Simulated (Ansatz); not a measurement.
Si3N4:
```cif
data_N16Si12
_chemical_formula_sum 'N16 Si12'
_space_group_name_H-M_alt 'I-43d'
_space_group_IT_number 220
_space_group_name_Hall 'I -4bd 2c 3'
_cell_length_a 6.45467
_cell_length_b 6.45467
_cell_length_c 6.45467
_cell_angle_alpha 90.000
_cell_angle_beta 90.000
_cell_angle_gamma 90.000
loop_
_atom_site_label
_atom_site_type_symbol
_atom_site_symmetry_multiplicity
_atom_site_Wyckoff_symbol
_atom_site_fract_x
_atom_site_fract_y
_atom_site_fract_z
_atom_site_occupancy
N1 N 16 c 0.03075 0.03075 0.03075 1
Si1 Si 12 b 0.12500 0.50000 0.25000 1
```
(The calculation used a cell of 14 atoms; values per cell refer to that cell.)

Relaxed with PBEsol. The program Ansatz at the PBEsol level (PAW) gives a gap of 3.95 eV.

Q: What gap does HSE06 give on the same cell (Ansatz, PAW)?

A: 5.49 eV, 1.54 eV more. The hybrid was solved on a coarser mesh and at special points; the gap given is the minimum over both.

```json
[
 {"k": "Γ", "v1 PBEsol": "-0.06", "c1 PBEsol": "4.47", "v1 HSE06": "?", "c1 HSE06": "?"},
 {"k": "H", "v1 PBEsol": "-1.23", "c1 PBEsol": "5.30", "v1 HSE06": "-1.31", "c1 HSE06": "6.92"},
 {"k": "P", "v1 PBEsol": "-0.57", "c1 PBEsol": "5.68", "v1 HSE06": "?", "c1 HSE06": "?"},
 {"k": "N", "v1 PBEsol": "-0.02", "c1 PBEsol": "4.87", "v1 HSE06": "?", "c1 HSE06": "?"}
]
```

Q: Top valence (v1) and lowest conduction level (c1) in eV from each method's valence maximum (which need not be a listed point): supply the withheld HSE06 values.

A: 
- N, v1 HSE06: -0.02
- N, c1 HSE06: 6.45
- Γ, v1 HSE06: -0.08
- Γ, c1 HSE06: 6.03
- P, v1 HSE06: -0.59
- P, c1 HSE06: 7.32

Cost on shared cores: the PBEsol run (SCF on a 6×6×6 mesh, then bands and DOS) about 50 core-seconds (a rough figure), the HSE06 run (SCF on 4×4×4, then a few points) very roughly 100 core-seconds; the tasks are unlike.

The workflow started from an entry of the Crystallography Open Database (COD), which files this formula under 4 space groups. It is not the phase usual at ambient conditions (space group No. 176). The cell was relaxed with PBEsol under the symmetry of its start; its stability against distortions is not shown here.

Potentials: the earlier of the program's two PAW sets. The files were generated under PBE; for other functionals the program regenerates the frozen cores, and for LDA and PBEsol the local potential too.
